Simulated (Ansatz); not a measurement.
Method: PBE, scalar-relativistic; collinear spin; PAW, 420 eV, 8×8×8 k-mesh, Gaussian smearing of 0.05 eV; code Ansatz; PAW files: Ansatz's generated set soft_2.

A compound XCo3 has these computed properties.

```json
{
 "Space group": "Pm-3m (No. 221)",
 "Conventional cell": "a = 4.007 Å, b = 4.007 Å, c = 4.007 Å, α = 90.00°, β = 90.00°, γ = 90.00°",
 "Volume": "16.08 Å³/atom",
 "Band gap": "zero (metallic)",
 "Density of states at the Fermi level": "about 1 states/(eV·atom)",
 "Magnetic state": "ferromagnetic",
 "Site spin moments": "X -0.10; Co 1.52 μB",
 "Spin moment of the cell": "4.17 μB",
 "Bader charges": "X 0.98; Co -0.33 e",
 "Formation energy from the elements (0 K, uncorrected)": "0.88 eV/atom (unstable against the elements)",
 "Bulk modulus (Birch–Murnaghan)": "77 GPa",
 "Pressure derivative B0′": "4.2"
}
```

Sites: X on 1a, Co on 3c.

Q: Which element is X?
A. Rb
B. Sr
C. Y
D. Zr

A: B. X is Sr, so the compound is SrCo3.

This is a trial structure made by placing the elements on a prototype's sites, so it needn't be the stable form.

The run wasn't fully tested for a lower electronic state. Site moments are of spin, integrated over atomic spheres. A displaced or strained copy of the relaxed cell lay 1.7 meV/atom lower, so the structure isn't a true minimum at this level, unless the mesh, which matters in a metal, makes it so. The moments were started parallel, and the real magnetic order may be another.
